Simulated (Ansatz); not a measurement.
**Calculation log, KCl (Fm-3m) (phonons)**

Method: LDA, PAW on Ansatz 0.2.0's default frozen-core files (fitted under PBE), scalar-relativistic.

Cell and atoms were relaxed beforehand by PAW with this functional.

Command:

```sh
ansatz run input.yaml --threads 2 --pin off --max-ram 5120MiB --backend cpu --events-out ev --progress --plain --runs-dir out
```

input.yaml:

```yaml
crystal:
  lattice:
    - [0.0, 3.03933400677, 3.03933400677]
    - [3.03933400677, 0.0, 3.03933400677]
    - [3.03933400677, 3.03933400677, 0.0]
  atoms:
    - { symbol: K, position: [0.0, 0.0, 0.0] }
    - { symbol: Cl, position: [0.5, 0.5, 0.5] }
kpoints:
  mp_grid: { grid: [6, 6, 6] }
scf:
  occupations: { method: fixed }
hamiltonian:
  xc: lda
  pseudopotentials: { kind: paw }
phonons:
  method: dfpt
  dielectric: true
  rigid_motions: translations
```

Output (shortened where marked):

```
Warning: RAYON_NUM_THREADS=2 ignored (pool sized by the plan → 2); use --threads N
Engine: ansatz 0.2.0, aarch64-unknown-linux-gnu
Pseudopotentials: kind: paw
Pseudopotential: K, paw, valence charge 9, recommended cutoff 420 eV (normal), K.paw.azcp
Pseudopotential: Cl, paw, valence charge 7, recommended cutoff 420 eV (normal), Cl.paw.azcp
Functional definition: SPW92
  exchange = slater_x
  correlation = pw_c
Crystal: 2 atoms, lattice volume = 56.152 Å³
Basis set: ecut = 420 eV, 1067 PW (Γ), exchange–correlation on 60×60×60 points (8 copies of the dense FFT grid, shifted against one another)
Bands: 12, of which v1, the nominal top of the filled ones, is band 8 counted from 1 (7 counted from 0)
Symmetry: 48 space group operations
k-points: 30 of 216 (irreducible under 8 space group operations, time reversal used)
Non-local potential: K, projectors of the file, l = 0: 3, l = 1: 2, l = 2: 2
Non-local potential: Cl, projectors of the file, l = 0: 2, l = 1: 2, l = 2: 2
PAW form: soft (Blöchl's): semilocal exchange-correlation on the pseudo side does not see the compensation charge
PAW frozen core: K, regenerated for the run's functional, and the local potential with it (the file was generated under x = pbe(κ = 0.804, μ = 0.2195149727645171), c = pbe(β = 0.06672455060314922))
PAW frozen core: Cl, regenerated for the run's functional, and the local potential with it (the file was generated under x = pbe(κ = 0.804, μ = 0.2195149727645171), c = pbe(β = 0.06672455060314922))
PAW one-centre angular grid: K, 110 points (default); XC on 64 Gauss nodes
PAW one-centre angular grid: Cl, 110 points (default); XC on 64 Gauss nodes
Initial density: superposition of atomic densities (neutral atoms: chi_scale 0, normalization atom), corrected by the library's trained network
Initial wavefunctions: pseudopotential atomic-orbital guess
Functional: x = slater, c = lda
SCF iter   1: F=—  HF=-2544.300387 eV  |F-HF|=—  |Δ(HF+E_count)|=         —  Δρ=6.66e-3  dr2=2.45e-2  ethr=1.77e-3  ⟨swp⟩=4.8  Hψ=1949  notcnv=0  defer=55
preconditioner: auto → none  [insulator: Δε(μ)=4.990 eV  Ē_g=15.089 eV  n_scr=14 (ndim 8)  ℏωp=18.5 eV  f_vac=0.068  ε∞_Penn≈2.5]
SCF iter   2: F=—  HF=-2544.292681 eV  |F-HF|=—  |Δ(HF+E_count)|=   7.71e-3  Δρ=3.04e-3  dr2=2.27e-3  ethr=1.53e-4  ⟨swp⟩=2.4  Hψ=777  notcnv=0  defer=58
SCF iter   3: F=—  HF=-2544.292011 eV  |F-HF|=—  |Δ(HF+E_count)|=   6.70e-4  Δρ=1.11e-3  dr2=3.68e-4  ethr=1.42e-5  ⟨swp⟩=2.3  Hψ=548  notcnv=0  defer=58
SCF iter   4: F=—  HF=-2544.291901 eV  |F-HF|=—  |Δ(HF+E_count)|=   1.11e-4  Δρ=8.32e-5  dr2=2.70e-6  ethr=2.30e-6  ⟨swp⟩=2.0  Hψ=600  notcnv=0  defer=23
SCF iter   5: F=—  HF=-2544.291902 eV  |F-HF|=—  |Δ(HF+E_count)|=   1.11e-6  Δρ=1.66e-5  dr2=3.72e-8  ethr=1.69e-8  ⟨swp⟩=2.1  Hψ=533  notcnv=0
SCF iter   6: F=—  HF=-2544.291904 eV  |F-HF|=—  |Δ(HF+E_count)|=   2.55e-6  Δρ=1.12e-6  dr2=6.47e-10  ethr=2.33e-10  ⟨swp⟩=1.9  Hψ=550  notcnv=0
SCF iter   7: F=-2544.291904 eV  HF=-2544.291904 eV  |F-HF|=1.36e-12  |Δ(HF+E_count)|=  2.16e-10  Δρ=9.05e-8  dr2=2.18e-12  ethr=1.00e-12  ⟨swp⟩=6.9  Hψ=1968  notcnv=0
SCF 1 converged in 7 iterations: F = -2544.291904 eV  dr2 = 2.18e-12
  greatest PAW one-centre occupation: 0.985 electrons in one spin orbital (limit 2), on the K atom at site 0 (counted from 0), in its partial waves of l = 0
NSCF: frozen V_eff on 2 k-points
DFPT response loops at Γ: preconditioner auto → none (the input reference at scf.mixing.eps_inf says where Resta's filter doesn't serve); β = 0.50; Broyden in place of MSR1
SCF converged after 7 iterations
Free energy (F): -2544.291904 eV
Harris-Foulkes:  -2544.291904 eV  (|F-HF|=1.36e-12)
Internal energy: -2544.291904 eV  (E = F + TS)
E sigma→0 (E₀):  -2544.291904 eV
Fermi energy:    1.333901 eV
--- Per-component energies (eV) ---
  E_band       = -121.623801
  E_kinetic    = 416.107480
  E_local      = -791.884096  (includes V_loc(G=0)·N_el)
  E_nonlocal   = 45.649329
  E_hartree    = 261.628035
  E_xc         = -239.638227
  E_vxc        = -285.968885  (∫ρ·V_xc dr)
  E_paw        = -1368.006536  (= ΣΔE_a)
  E_vpaw       = -28.783796  (= ΣTr[D̂ρ^β])
  E_aug_tail   = 0.000096  (compensation charges beyond the density's cutoff)
  E_ewald      = -868.595977
  E_core_change = 0.447992  (= ΣΔE_core)
  E_smearing   = -0.000000  (= −TS)
  E_closure    = -0.000000  (closes the sum)
  Σ components = -2544.291904   (vs F -2544.291904, Δ=0.00e0)
  k mesh reduced under 8 symmetry operations, with k and −k counted as one. Each operation leaves every solved perturbation unchanged. A smaller set is not considered because the run solves the response to a homogeneous field
  ASR residual: 7.269e-5 → 0.000e0 eV/Å²; symmetrization residual: 1.333e-6 eV/Å²
  ASR residual per site (eV/Å²): 3.47e-5 7.27e-5
  Γ frequencies (cm⁻¹): 0.00 0.00 0.00 160.92 160.92 160.92
  ε∞ (high-frequency dielectric tensor):
        2.507085    -0.000000    -0.000000
        0.000000     2.507085    -0.000000
       -0.000000    -0.000000     2.507085
  ε⁰ (static dielectric tensor: ions relaxed, cell fixed):
        4.746701    -0.000000    -0.000000
       -0.000000     4.746701    -0.000000
       -0.000000    -0.000000     4.746701
  ε⁰ − ε∞ (ionic part):
        2.239615    -0.000000    -0.000000
       -0.000000     2.239615     0.000000
       -0.000000     0.000000     2.239615
  softest optical mode at Γ: 160.92 cm⁻¹; the repairs (sum rule, projections) moved no ω² at Γ by more than (0.79 cm⁻¹)²
  Born effective charges Z* (e; rows j = field, columns β = displacement):
    site 0:
         1.10927   -0.00000    0.00000
        -0.00000    1.10927   -0.00000
        -0.00000   -0.00000    1.10927
    site 1:
        -1.10927    0.00000    0.00000
         0.00000   -1.10927    0.00000
         0.00000    0.00000   -1.10927
  Z* charge neutrality: 3.726e-5 e pre-enforcement
  k-mesh period / interband length: 25.8 Å / 1.23 Å = 20.88 at k = (0.0000, 0.0000, 0.0000), direct gap 5.107 eV — 14 or more, which is no proof of convergence
  optical modes at Γ without the LO–TO term, one row a degenerate level:
      ω (cm⁻¹)  modes    IR ((D/Å)²/amu)
        160.92      3             4.5806
  optical modes at Γ + LO–TO along q̂ = [1.0000, 0.0000, 0.0000]:
      ω (cm⁻¹)  modes    IR ((D/Å)²/amu)
        160.92      2             3.0537
        221.42      1             1.5269
  optical modes at Γ + LO–TO along q̂ = [0.0000, 1.0000, 0.0000]:
      ω (cm⁻¹)  modes    IR ((D/Å)²/amu)
        160.92      2             3.0537
        221.42      1             1.5269
  optical modes at Γ + LO–TO along q̂ = [0.0000, 0.0000, 1.0000]:
      ω (cm⁻¹)  modes    IR ((D/Å)²/amu)
        160.92      2             3.0537
        221.42      1             1.5269
```

Self-consistency was reached.

**Zone-centre phonons**

Harmonic phonons of a crystal by Kohn-Sham DFT at the given cell, standard atomic masses, acoustic sum rule imposed; negative wavenumbers are unstable modes; optical zone-centre levels upwards with Mulliken labels, activity, and the element with most of the kinetic energy.

```
Point group : m-3m
```

```
number  phonon wavenumber (cm⁻¹)  label  infrared  raman  lead element
     1                     160.9    T1u       yes     no            Cl
```

Field response:

Linear response of an insulating crystal by Kohn-Sham DFT to a field and to zone-centre displacements, local fields included; Born charges neutralised; LO modes for wave vectors along x and z; Cartesian axes as in the input.

```json
{
  "Dielectric electronic (x, y, z)": "2.507, 2.507, 2.507",
  "Dielectric static (x, y, z)": "4.747, 4.747, 4.747",
  "Highest phonon with field along x": "221.4 cm⁻¹",
  "Highest phonon with field along z": "221.4 cm⁻¹",
  "Highest phonon without field": "160.9 cm⁻¹"
}
```

| atom | born charge xx (e) | born charge yy (e) | born charge zz (e) |
| --- | --- | --- | --- |
| K1 | 1.109 | 1.109 | 1.109 |
| Cl2 | -1.109 | -1.109 | -1.109 |

Known limits: frozen-core PAW files fitted under PBE, their cores solved anew for the functional of the run; zone-boundary modes aren't tested; no LO-TO term at the zone centre.

Cost: 3.9 s on 2 threads of Arm Neoverse V2, with other jobs on the host, peak memory 0.37 GiB.
